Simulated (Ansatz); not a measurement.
Consider the following.

Starting cell, Te (trigonal-Te type, space group P3_121):

```
Te
1.0
    4.62412     0.00000     0.00000
   -2.31206     4.00460     0.00000
    0.00000     0.00000     5.90339
Te
3
Cartesian
  1.17154   0.00000   1.96780
 -0.58577   1.01458   3.93559
  1.72629   2.99002   0.00000
```

Scan: atom 2 (Te, nearest neighbour Te at 2.827 Å; its periodic images, 4.6 Å or more away, move with it) is displaced along Cartesian [110], direction (0.707, 0.707, 0.000) in Cartesian axes, by s. The other atoms stay.

The numbers are results of r2SCAN (plane waves to 500 eV, PAW, scalar-relativistic; Ansatz, a quantum-chemistry and plane-wave program), not measurements. k mesh 7×7×5 (Γ-centred), Fermi-Dirac smearing 0.05 eV. Energies are smeared free energies. Spin-orbit coupling is left out, though Te is heavy. Te was relaxed with its symmetry unable to fall. The zero of ΔE is the undisplaced structure.

The scan covers s from -0.280 to 0.280 Å in 11 points.

Is the energy the same for displacements of ±0.280 Å, and if not, which side lies higher?

Not even: the negative side lies higher at ±0.280 Å. With its periodic images moving along, the atom's site symmetry in this cell is 2.

What is the force constant k = d²E/ds² of this move at s = 0?

2.70 eV/Å².

(A displaced cell: forces are minus the slopes of the energy, force constants its curvatures, and phonons follow from these.)
